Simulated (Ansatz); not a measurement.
BAs:
```
BAs
1.0
    3.18972     0.00000     0.00000
   -1.59486     2.76238     0.00000
    0.00000     0.00000     2.88390
B As
1 1
Direct
  0.00000   0.00000   0.00000
  0.66667   0.33333   0.50000
```

Relaxed with r²SCAN. Special points in fractions of this cell's reciprocal vectors: Γ (0.000, 0.000, 0.000); M (0.500, 0.000, 0.000); K (0.333, 0.333, 0.000); A (0.000, 0.000, 0.500); L (0.500, 0.000, 0.500); H (0.333, 0.333, 0.500).

Question: List the band energies nearest the Fermi level at these points for plane-wave PAW r²SCAN with spin–orbit coupling (Ansatz code).

Answer: In eV from the Fermi level; about four levels below and three above (degenerate sets whole), none deeper than 8.9 eV; … stands for higher levels left out; points with the same levels are listed once.

```json
[
 {"k": "Γ", "below": "-0.47 -0.47 -0.35 -0.35", "above": "2.01 2.01 4.52 4.52"},
 {"k": "M", "below": "-3.25 -3.25", "above": "1.39 1.39 2.21 2.21"},
 {"k": "K", "below": "-7.09 -6.99", "above": "3.39 3.39 4.32"},
 {"k": "A", "below": "–", "above": "3.08 3.08 3.09 3.09"},
 {"k": "L", "below": "-6.45 -6.45 -4.83 -4.83", "above": "1.26 1.26 1.35 1.35"},
 {"k": "H", "below": "-2.93 -2.75 -1.78 -1.78", "above": "10.03 10.06 …"}
]
```

Space group P-6m2. The cell is a constructed one: a structure type filled with these elements; neither database checked (COD, Materials Project) lists it. It is not the phase usual at ambient conditions (space group No. 216). The r²SCAN relaxation kept the symmetry of its start; its stability against distortions is not shown here.

Potentials: the earlier of the program's two PAW sets.
